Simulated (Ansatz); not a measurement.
The start is a randomly generated symmetric cell of P (space group No. 65). Cell shape, volume and atoms are optimised at zero target pressure with PBE (plane waves to 420 eV, PAW, scalar-relativistic; Ansatz, an electronic-structure program). First-step values are on the input's coarse k-mesh.

Ansatz input (later rounds restart from its end on a renewed k-mesh):
Ansatz 0.2 input:
```yaml
crystal:
  lattice:
    - [1.5098628, -2.9671192, 0]
    - [1.5098628, 2.9671192, 0]
    - [0, 0, 1.7812355]
  atoms:
    - { symbol: P, position: [0, 0, 0.5] }
basis: { ecutwfc: 420, ecutrho_ratio: 4, xc_grid: 2, fft_grid_basis: typed }
kpoints: { mp_grid: { grid: [9, 9, 13] } }
hamiltonian:
  xc: pbe
  dispersion: none
  pseudopotentials: { kind: paw }
scf: { occupations: { method: fermi_dirac, width: 0.05 } }
relax: { f_tol: 0.01, max_steps: 100, cell: { stress_tol: 0.02 } }
output: { forces: true, stress: true }
```

Q: What pressure does the first self-consistent step give?

A: +63 GPa (positive: the cell is compressed).

Q: By how much does the energy per atom fall from start to end?

A: 1.99 to 2.02 eV/atom (the two k-meshes of the run give this range).

Q: How does the volume per atom move from start to end?

A: -7.3 %, from 15.96 to 14.80 Å³/atom.

Q: How do the shortest distances between atoms change?

A: The closest pairs of elements (up to four, under 3.6 Å), start → end: P–P 1.78 → 2.43 Å.

Q: What band gap does the relaxed structure have at this level?

A: Zero (metallic).

Q: What does it relax into? Give the structure.

A: 
```cif
data_P2
_chemical_formula_sum 'P2'
_space_group_name_H-M_alt 'Cmmm'
_space_group_IT_number 65
_space_group_name_Hall '-C 2 2'
_cell_length_a 2.54624
_cell_length_b 4.78098
_cell_length_c 2.43135
_cell_angle_alpha 90.000
_cell_angle_beta 90.000
_cell_angle_gamma 90.000
loop_
_atom_site_label
_atom_site_type_symbol
_atom_site_symmetry_multiplicity
_atom_site_Wyckoff_symbol
_atom_site_fract_x
_atom_site_fract_y
_atom_site_fract_z
_atom_site_occupancy
P1 P 2 d 0.50000 0.50000 0.50000 1
```
(The calculation used a cell of 1 atom; values per cell refer to that cell.)

The space group stays Cmmm (No. 65) (the run could not lower it), with 1 atom in the primitive cell. Final values are on a 20×20×19 k-mesh of the relaxed cell. No spin polarisation in the result. The relaxed primitive cell holds an odd number of electrons. A magnetic state may lie lower.

The run could not lose the symmetry of its start, so the end can be a saddle point.

The relaxed structure here is a generated cell of P: the first start was made by a random draw of sites in a space group, and the end was not matched to a known phase here, so it may be hypothetical. Known forms of P include space group No. 64.
